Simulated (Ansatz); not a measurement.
The relaxed structure here is a generated cell of GaP: the first start was made by placing the elements on the sites of a structure type, and the end was not matched to a known phase here, so it may be hypothetical. Known forms of GaP include space group No. 216.

One stationary structure of GaP. Method: PBEsol (plane waves to 420 eV, PAW, scalar-relativistic; Ansatz, a program for electronic structure).

```cif
data_Ga4P4
_chemical_formula_sum 'Ga4 P4'
_space_group_name_H-M_alt 'P 1'
_space_group_IT_number 1
_cell_length_a 6.64434
_cell_length_b 6.64434
_cell_length_c 3.84795
_cell_angle_alpha 90.000
_cell_angle_beta 90.000
_cell_angle_gamma 90.000
loop_
_space_group_symop_operation_xyz
  'x, y, z'
loop_
_atom_site_label
_atom_site_type_symbol
_atom_site_fract_x
_atom_site_fract_y
_atom_site_fract_z
_atom_site_occupancy
Ga1 Ga 0.67617 0.32383 0.50000 1
Ga2 Ga 0.82383 0.82383 0.00000 1
Ga3 Ga 0.17617 0.17617 0.00000 1
Ga4 Ga 0.32383 0.67617 0.50000 1
P1 P 0.31755 0.31755 0.50000 1
P2 P 0.18245 0.81755 0.00000 1
P3 P 0.81755 0.18245 0.00000 1
P4 P 0.68245 0.68245 0.50000 1
```

Problem. Find the space group and the Wyckoff positions (tolerance 0.01 Å).

Solution. Space group P4₂/mnm (No. 136); a = b = 6.6443 Å, c = 3.8480 Å, α = β = γ = 90.00°

```
atom  site  symmetry       x       y       z
----  ----  --------  ------  ------  ------
Ga      4f      m.2m  0.1762  0.1762  0.0000
P       4g      m.2m  0.3175  0.3175  0.5000
```

This is the AFLOW prototype AB_tP8_136_g_f (as in BeO).

Problem. Give the shortest distances between elements (the closest pairs, up to four, under 3.6 Å).

Solution. Ga–P 2.34 Å; Ga–Ga 3.31 Å; P–P 3.43 Å.

The volume per atom is 21.23 Å³, the band gap is 1.04 eV, indirect (valence top at Γ, conduction bottom at A) (no spin-orbit coupling) and the smallest direct gap comes out as 1.29 eV at Γ.

No spin polarisation in the result.

The run could not lose the symmetry of its start, so the end can be a saddle point.

It was reached from a disturbed copy of a P6₃/mmc (No. 194) cell, against which it lies -0.27 eV/atom.
